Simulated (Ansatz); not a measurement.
GePt:
```xyz
8
Lattice="5.7747 0.0000 0.0000 0.0000 3.7201 0.0000 0.0000 0.0000 6.1101" Properties=species:S:1:pos:R:3 pbc="T T T"
Ge     4.6972     2.7901     3.5899
Ge     1.0774     0.9300     2.5202
Ge     3.9648     0.9300     0.5349
Ge     1.8099     2.7901     5.5752
Pt     0.0158     2.7901     1.1807
Pt     5.7589     0.9300     4.9294
Pt     2.8716     0.9300     4.2358
Pt     2.9031     2.7901     1.8743
```

Relaxed with r²SCAN.

**Question.** Which orbitals make up the states near the Fermi level in plane-wave PAW r²SCAN (Ansatz code)?

**Answer.** Within 0.5 eV of the Fermi level: Pt 5d 43 %, Ge 4p 34 %, Ge 4s 16 %. Projections are on Löwdin-orthogonalised atomic valence shells; empty p or d shells of many metals are not among them.

**Question.** Tabulate the density of states.

**Answer.** States/eV per cell of 8 atoms, in 0.25 eV bins, energy from the Fermi level.

| E (eV) | total | Pt 5d | Ge 4p | Pt 6s |
|---|---|---|---|---|
| -7.85 | 0.39 | 0.14 | 0.16 | 0.07 |
| -7.60 | 1.70 | 0.62 | 0.70 | 0.27 |
| -7.35 | 3.04 | 1.09 | 1.27 | 0.49 |
| -7.10 | 3.98 | 1.65 | 1.57 | 0.51 |
| -6.85 | 5.73 | 2.77 | 2.12 | 0.55 |
| -6.60 | 5.23 | 2.58 | 1.96 | 0.47 |
| -6.35 | 5.39 | 2.98 | 1.81 | 0.37 |
| -6.10 | 4.99 | 3.25 | 1.34 | 0.22 |
| -5.85 | 7.05 | 5.18 | 1.50 | 0.20 |
| -5.60 | 12.59 | 9.92 | 2.11 | 0.31 |
| -5.35 | 11.86 | 9.54 | 1.79 | 0.27 |
| -5.10 | 10.27 | 8.31 | 1.54 | 0.17 |
| -4.85 | 7.75 | 6.04 | 1.36 | 0.15 |
| -4.60 | 8.91 | 7.23 | 1.29 | 0.13 |
| -4.35 | 10.62 | 8.60 | 1.54 | 0.16 |
| -4.10 | 10.25 | 8.48 | 1.36 | 0.14 |
| -3.85 | 10.33 | 8.46 | 1.42 | 0.16 |
| -3.60 | 6.65 | 5.46 | 0.87 | 0.13 |
| -3.35 | 12.29 | 10.78 | 0.99 | 0.26 |
| -3.10 | 8.47 | 7.37 | 0.70 | 0.21 |
| -2.85 | 10.16 | 8.90 | 0.76 | 0.22 |
| -2.60 | 4.23 | 3.21 | 0.69 | 0.11 |
| -2.35 | 4.04 | 2.80 | 0.87 | 0.07 |
| -2.10 | 5.09 | 3.14 | 1.31 | 0.12 |
| -1.85 | 4.51 | 2.33 | 1.51 | 0.13 |
| -1.60 | 3.71 | 1.61 | 1.56 | 0.11 |
| -1.35 | 3.16 | 1.21 | 1.48 | 0.07 |
| -1.10 | 1.71 | 0.70 | 0.74 | 0.05 |
| -0.85 | 2.07 | 1.08 | 0.68 | 0.08 |
| -0.60 | 2.07 | 1.03 | 0.65 | 0.09 |
| -0.35 | 1.95 | 0.92 | 0.62 | 0.08 |
| -0.10 | 1.86 | 0.82 | 0.62 | 0.07 |
| 0.15 | 1.96 | 0.81 | 0.68 | 0.07 |
| 0.40 | 2.50 | 0.96 | 0.87 | 0.11 |
| 0.65 | 3.06 | 1.10 | 1.09 | 0.18 |
| 0.90 | 3.27 | 1.06 | 1.25 | 0.25 |
| 1.15 | 3.00 | 0.90 | 1.22 | 0.23 |
| 1.40 | 3.33 | 0.93 | 1.42 | 0.29 |
| 1.65 | 3.33 | 0.84 | 1.55 | 0.30 |
| 1.90 | 3.45 | 0.79 | 1.72 | 0.34 |
| 2.15 | 3.33 | 0.71 | 1.74 | 0.30 |
| 2.40 | 3.45 | 0.69 | 1.84 | 0.33 |
| 2.65 | 2.83 | 0.52 | 1.51 | 0.33 |
| 2.90 | 2.64 | 0.43 | 1.44 | 0.38 |
| 3.15 | 3.35 | 0.54 | 1.86 | 0.49 |
| 3.40 | 4.00 | 0.63 | 2.29 | 0.55 |
| 3.65 | 4.42 | 0.63 | 2.68 | 0.52 |
| 3.90 | 3.24 | 0.44 | 1.94 | 0.43 |
| 4.15 | 3.20 | 0.42 | 1.90 | 0.49 |
| 4.40 | 3.64 | 0.46 | 2.25 | 0.48 |
| 4.65 | 3.26 | 0.39 | 1.98 | 0.45 |

Space group Pnma. The r²SCAN relaxation kept the symmetry of its start. The run is not spin-polarised. Scalar-relativistic: spin–orbit coupling is off unless named, which matters more the heavier the elements.

Potentials: the later of the program's two PAW sets.
